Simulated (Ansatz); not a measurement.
One crystal and one scan (scan of one atom of the cell) at two levels, PBE (plane waves to 420 eV, PAW, scalar-relativistic; Ansatz, a program for electronic structure) and r2SCAN (plane waves to 500 eV, PAW, scalar-relativistic; Ansatz), each from its own relaxed cell and on its own mesh. The cell shown is that of PBE.

TaN (rock salt)

```
TaN
1.0
    0.00000     4.41704     4.41704
    2.20852     0.00000     2.20852
    2.20852     2.20852     0.00000
N Ta
2 2
Direct
  0.00000   0.00000   0.00000
  0.50000   0.00000   0.00000
  0.25000   0.50000   0.50000
  0.75000   0.50000   0.50000
```

In each cell atom 3 (Ta, nearest neighbour N at 2.209 Å; its periodic images, 3.1 Å or more away, move with it) moves by s·(1.000, 0.000, 0.000) (along Cartesian x), the rest being held.

The energy includes the smearing's −TS. Spin-orbit coupling is left out, though Ta is heavy. TaN is run without spin polarisation. TaN was relaxed with its symmetry unable to fall. This is a high-temperature form of TaN. (PBE) Left out: 2 of 11 points, with atoms too close for the PAW data. (r2SCAN) Left out: 2 of 11 points, with atoms too close for the PAW data. With partly filled bands, energies and forces of such displacements shift with the k mesh and the smearing. Percentages come from the unrounded values. Both scans cover s from -0.352 to 0.352 Å.

| quantity | PBE | r2SCAN | PBE − r2SCAN |
|---|---|---|---|
| Lattice constant a (Å) | 4.417 | 4.396 | +0.021 (+0.5 %) |
| Energy at s = 0.352 Å (meV/cell) | 637 | 626 | +11 (+1.8 %) |
| Force along the line at s = -0.352 Å (eV/Å) | 4.860 | 4.884 | -0.024 (-0.5 %) |
| Force constant k = d²E/ds² at s = 0 (finite differences) (eV/Å²) | 7.39 | 7.10 | +0.29 (+4.0 %) |

PBE gives the higher value for: lattice constant a; energy at s = 0.352 Å; force constant k = d²E/ds² at s = 0. They agree on: force along the line at s = -0.352 Å (within 1.5 %). Both give the same symmetry of the curve: even: the same for both signs.

ΔE (meV/cell), each from the undisplaced structure of its own level:

| s (Å) | PBE | r2SCAN |
|---|---|---|
| -0.352 | 637 | 626 |
| -0.264 | 308 | 299 |
| -0.176 | 123 | 118 |
| -0.088 | 29 | 28 |
| 0.000 | 0 | 0 |
| 0.088 | 29 | 28 |
| 0.176 | 123 | 118 |
| 0.264 | 308 | 299 |
| 0.352 | 637 | 626 |

(For displaced atoms, the force is minus the slope of the energy, and its curvature is a force constant, which sets phonon frequencies.)
